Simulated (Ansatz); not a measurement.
Starting cell, NiO (rock salt):

```xyz
2
Lattice="0.0000 2.0953 2.0953 2.0953 0.0000 2.0953 2.0953 2.0953 0.0000" Properties=species:S:1:pos:R:3 pbc="T T T"
O      0.0000     0.0000     0.0000
Ni     2.0953     2.0953     2.0953
```

Scan: atom 1 (O, nearest neighbour Ni at 2.095 Å; its periodic images, 3.0 Å or more away, move with it) is displaced along Cartesian [111], direction (0.577, 0.577, 0.577) in Cartesian axes, by s. The other atoms stay.

All values below come from r2SCAN (plane waves to 500 eV, PAW, scalar-relativistic; Ansatz, a first-principles code). k mesh 11×11×11 (Γ-centred), Fermi-Dirac smearing 0.05 eV. E stands for the smeared free energy. NiO is run spin-polarised and with no Hubbard U; the real compound is an antiferromagnetic insulator, a state that this run doesn't describe. NiO was relaxed with its symmetry unable to fall. Relaxed NiO ends ferromagnetic. The PAW data are Ansatz's earlier set. Other magnetic orders were not checked, so this need not be the ground state. The zero of ΔE is the undisplaced structure.

| s (Å) | ΔE (meV/cell) |
|---|---|
| -0.210 | 83.8 |
| -0.168 | withheld |
| -0.126 | 28.3 |
| -0.084 | 12.3 |
| -0.042 | 3.0 |
| 0.000 | 0.0 |
| 0.042 | 3.0 |
| 0.084 | 12.3 |
| 0.126 | 28.3 |
| 0.168 | withheld |
| 0.210 | 83.8 |

**Question.** Fit an even polynomial form (powers 2, 4) to the given rows and predict ΔE at s = 0.168.

**Answer.** Least squares on the 9 given rows: ΔE = (1715)·s² + (4198)·s⁴, in meV/cell with s in Å; root-mean-square residual 0.02 meV/cell. At 0.168 the fit gives 51.7 meV/cell; the calculation gives 51.9 meV/cell, so the interpolation is off by -0.2 (-0.4 %). The quadratic term alone would give 48.4 meV/cell.

(A displaced cell: forces are minus the slopes of the energy, force constants its curvatures, and phonons follow from these.)
